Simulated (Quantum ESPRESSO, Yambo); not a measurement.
## NaVO2F2: DFT and GW levels

Space group P2₁ (No. 4); a = 6.563 Å, b = 3.576 Å, c = 7.322 Å, α = γ = 90.00°, β = 110.05°

```tsv
atom	site	symmetry	x	y	z
O	2a	1	0.2852	0.7629	0.4433
O	2a	1	0.0948	0.2394	0.1401
F	2a	1	0.3790	0.7283	0.1174
F	2a	1	0.1366	0.2278	0.7567
Na	2a	1	0.6352	0.2264	0.2150
V	2a	1	0.1386	0.7562	0.2148
```

The geometry is that of Materials Project entry mp-18953, symmetrised and not relaxed again.

Starting point: PBEsol (Quantum ESPRESSO, PseudoDojo norm-conserving, 88 Ry, without SOC). G0W0 in Yambo: 2×4×2 Γ-centred k mesh, bands 5 to 194 and a 6 Ry block in the screening, 194 bands in G with the Bruneval-Gonze terminator, plasmon pole fitted at 27.2 eV.

| Quantity | Value |
|---|---|
| PBEsol gap along the band path | 2.00 eV |
| PBEsol gap between the mesh's edge points ((0, 0.25, -0.5) → (-0.5, 0, 0)) | 2.07 eV |
| G0W0 gap between the same points | 4.24 eV |
| PBEsol smallest direct gap on the mesh (at (-0.5, 0, -0.5)) | 2.55 eV |
| G0W0 direct gap at that point | 4.73 eV |
| estimate of the fundamental G0W0 gap (path gap plus the correction; the mesh misses a band edge) | 4.17 eV |

```tsv
k point	band	E PBEsol (eV)	E QP (eV)	shift (eV)	Z
Γ	VB	-0.47	-1.00	-0.53	0.76
Γ	CB	2.10	3.74	1.64	0.76
(0, 0.25, -0.5)	VB	0.00	-0.52	-0.52	0.76
(0, 0.25, -0.5)	CB	2.63	4.36	1.73	0.76
(0, -0.5, -0.5)	VB	-0.20	-0.80	-0.60	0.76
(0, -0.5, -0.5)	CB	3.28	5.16	1.88	0.76
(-0.5, 0, 0)	VB	-0.48	-1.01	-0.53	0.76
(-0.5, 0, 0)	CB	2.07	3.72	1.65	0.76
(-0.5, 0, -0.5)	VB	-0.47	-1.00	-0.54	0.76
(-0.5, 0, -0.5)	CB	2.08	3.73	1.65	0.76
(-0.5, -0.5, 0)	VB	-0.28	-0.86	-0.59	0.76
(-0.5, -0.5, 0)	CB	3.25	5.13	1.88	0.76
(-0.5, -0.5, -0.5)	VB	-0.31	-0.91	-0.60	0.76
(-0.5, -0.5, -0.5)	CB	3.21	5.07	1.86	0.76
```

Energies count from the PBEsol valence-band maximum.

Nearest settings tried, and what they do to the gap: 135 bands in W, 135 bands in G: -13 meV; 5 Ry block (205 vectors against 277): +71 meV. Not varied: mesh. So the settings aren't converged at that level.

The 3d shell has no Hubbard U; the runs are without spin polarisation, and magnetic order was not tried.
